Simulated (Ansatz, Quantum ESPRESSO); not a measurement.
This is a calculation of Zr3S2 for Ansatz 0.2.0. The cell comes from a database or a generator and needn't be the stable form of this composition.

The input input.yaml:

```yaml
crystal:
  lattice:
    - [2.9025379727, 1.6757810799, 3.4877732718]
    - [-2.9025379727, 1.6757810799, 3.4877732718]
    - [0.0, -3.3515621597, 3.4877732718]
  atoms:
    - { symbol: Zr, position: [0.838727, 0.5, 0.161273] }
    - { symbol: Zr, position: [0.5, 0.161273, 0.838727] }
    - { symbol: Zr, position: [0.161273, 0.838727, 0.5] }
    - { symbol: S, position: [0.665023, 0.665023, 0.665023] }
    - { symbol: S, position: [0.334977, 0.334977, 0.334977] }
hamiltonian:
  xc: pbe
  pseudopotentials: { kind: paw }
kpoints:
  mp_grid: { grid: [6, 6, 6] }
scf:
  occupations: { method: fermi_dirac, width: 0.05 }
output:
  forces: true
  stress: true
  eigenvalues: true
```

Potentials or basis: Ansatz PAW.

Command:

```console
$ ansatz run input.yaml --threads 2 --pin off --max-ram 5120MiB --backend cpu --events-out ev --progress --plain --runs-dir out
```

Q: What does the same run look like in Quantum ESPRESSO 7.5? Potentials or basis there: SSSP 1.3 efficiency PBE, cutoff 748 eV.

A: As run (cutoffs and basis follow the program's own potentials, and thresholds, step limits or extra output files can differ):

File pw.in:

```
&CONTROL
  calculation = 'scf'
  prefix = 'pwscf'
  outdir = './tmp'
  pseudo_dir = './pseudo'
  tprnfor = .true.
  tstress = .true.
  disk_io = 'low'
/
&SYSTEM
  ibrav = 0
  nat = 5
  ntyp = 2
  ecutwfc = 55
  ecutrho = 440
  nbnd = 33
  occupations = 'smearing'
  smearing = 'fd'
  degauss = 0.00367493
/
&ELECTRONS
  conv_thr = 1d-09
  electron_maxstep = 120
  mixing_beta = 0.5
/
ATOMIC_SPECIES
Zr    91.2240 Zr_pbe_v1.uspp.F.UPF
S     32.0600 s_pbe_v1.4.uspp.F.UPF
CELL_PARAMETERS angstrom
   2.9025379727    1.6757810799    3.4877732718
  -2.9025379727    1.6757810799    3.4877732718
   0.0000000000   -3.3515621597    3.4877732718
ATOMIC_POSITIONS crystal
Zr     0.8387270000    0.5000000000    0.1612730000
Zr     0.5000000000    0.1612730000    0.8387270000
Zr     0.1612730000    0.8387270000    0.5000000000
S      0.6650230000    0.6650230000    0.6650230000
S      0.3349770000    0.3349770000    0.3349770000
K_POINTS automatic
6 6 6 0 0 0
```

pp_density.in

```
&INPUTPP
  prefix = 'pwscf'
  outdir = './tmp'
  filplot = 'density.dat'
  plot_num = 0
/
&PLOT
  nfile = 1
  filepp(1) = 'density.dat'
  iflag = 3
  output_format = 6
  fileout = 'density.cube'
/
```

pp_potential.in

```
&INPUTPP
  prefix = 'pwscf'
  outdir = './tmp'
  filplot = 'potential.dat'
  plot_num = 11
/
&PLOT
  nfile = 1
  filepp(1) = 'potential.dat'
  iflag = 3
  output_format = 6
  fileout = 'potential.cube'
/
```

Potentials or basis: SSSP 1.3 efficiency PBE.

The run is started by

```bash
$ OMP_NUM_THREADS=1 pw.x -in pw.in > pw.out
$ OMP_NUM_THREADS=1 pp.x -in pp_density.in > pp_density.out
$ OMP_NUM_THREADS=1 pp.x -in pp_potential.in > pp_potential.out
```

Both were run:

|  | Ansatz | Quantum ESPRESSO |
| --- | --- | --- |
| Pressure | -0.9 GPa | -1.0 GPa |
| Largest force | 0.057 eV/Å | 0.059 eV/Å |

Ansatz's pressure holds a Pulay term of +0.02 GPa for its cutoff of 420 eV, which the other run lacks.

Where Ansatz's input types no cutoff or centring, it takes its own default and a Γ-centred mesh.

Pressure is positive in compression.
